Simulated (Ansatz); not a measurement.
# Zone-centre modes in Rh

Theory: Ansatz, DFT PBE, scalar-relativistic, plane waves, PAW. Cutoff 420 eV, Γ-centred 18×18×12 k-points, Gaussian smearing of 0.15 eV. No spin polarisation.

Zero of the scan (as given, not relaxed at this level):

```yaml
crystal:
  lattice:
    - [0.00000, -1.90155, -1.90155]
    - [0.00000, 1.90155, -1.90155]
    - [3.80310, 0.00000, 0.00000]
  atoms:
    - { symbol: Rh, position: [0.50000, 0.50000, 0.50000] }
    - { symbol: Rh, position: [0.00000, 0.00000, 0.00000] }
```

Harmonic modes by finite displacements of 0.02 Å, without the LO–TO term. The cell doubles the primitive one, so its zone centre also holds the primitive cell's point q = (0, 1/2, 1/2).

At this geometry, is the structure stable against these modes?

Yes: no mode is imaginary beyond 10 cm⁻¹, and only the three translations lie near zero.

List the wavenumbers in cm⁻¹.

0, 0, 0, 186, 186, 234.

Cost: 1 run of about 0.74 core-minutes, on Intel Xeon Platinum 8488C (Sapphire Rapids) (shared hosts).